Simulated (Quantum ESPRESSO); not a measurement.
# Planted mistakes on one cell of Mo4Se6S2

The results below are calculated, not measured. They come from pw.x of Quantum ESPRESSO 7.5, a plane-wave density functional program, with PseudoDojo standard norm-conserving files (v0.5 for PBE, v0.4.1 for LDA and PBEsol). The cells are made up: elements, strain and atom displacements were drawn at random, and nothing was relaxed. There is no spin polarisation, spin-orbit coupling or dispersion term.

The cell has 12 sites of a 2H layered lattice (rectangular cell). Sites 1 to 4 hold Mo Mo Mo Mo; sites 5 to 12 hold Se Se Se Se Se S Se S. Cell vectors in Å: (3.167, -0.030, -0.041); (-0.053, 5.466, 0.042); (-0.165, 0.097, 13.000). Settings: PBE, cutoff 1170 eV, 7 x 4 x 2 k mesh shifted by half a step, Fermi-Dirac smearing of 0.025 eV.

The intended run has a self-consistency threshold of 1e-07 eV, a smearing term of 0.000 eV, a pressure of 14.98 GPa and 20 iterations. Each further run changes one thing: all lengths scaled by 0.9874; atoms of sites 7 and 12 exchanged; cutoff 831 eV; files of PBEsol; k mesh 2 x 2 x 2; one electron removed; smearing 0.31 eV; threshold 0.06 eV. A coarse mesh keeps the shift, and a charged cell sits in a uniform background.

| run | change of free energy (eV) | smearing term -TS (eV) | change of P (GPa) | largest change of a force component (eV/Å) | iterations |
| --- | --- | --- | --- | --- | --- |
| A | 6.740 | 0.000 | -48.61 | 0.011 | 20 |
| B | 0.043 | 0.000 | 0.85 | 0.129 | 8 |
| C | -0.147 | -0.640 | 0.32 | 0.146 | 20 |
| D | -12.765 | -0.015 | -12.81 | 0.310 | 22 |
| E | 0.977 | 0.000 | 7.51 | 1.021 | 18 |
| F | -1.522 | 0.000 | -1.32 | 0.602 | 18 |
| G | -0.020 | 0.000 | -0.04 | 3.479 | 20 |
| H | 19.014 | 0.000 | -5.27 | 0.377 | 20 |

A rerun of the intended cell at 1467 eV and k mesh 9 x 6 x 4 moved values by no more than 0.002 eV in the cell's energy, 0.02 GPa in stress and 0.005 eV/Å in force.

Question: which change belongs to which run?

## Worked reading

Run B has the fewest iterations, as a run stopped early does. Run C has the largest smearing term, as wide smearing gives. Run A has a higher energy and the largest fall in pressure, as too small a basis gives. Run E changes the volume by a factor of 0.9627; minus its pressure change over the logarithm of that factor, 198 GPa, is a rough bulk modulus with clamped atoms. Energies from files of another functional, or of a charged cell, have another zero and say nothing on stability; the pressure of a charged cell rests on the program's zero of potential too.

## Key

| run | change |
| --- | --- |
| A | cutoff 831 eV |
| B | threshold 0.06 eV |
| C | smearing 0.31 eV |
| D | one electron removed |
| E | all lengths scaled by 0.9874 |
| F | k mesh 2 x 2 x 2 |
| G | atoms of sites 7 and 12 exchanged |
| H | files of PBEsol |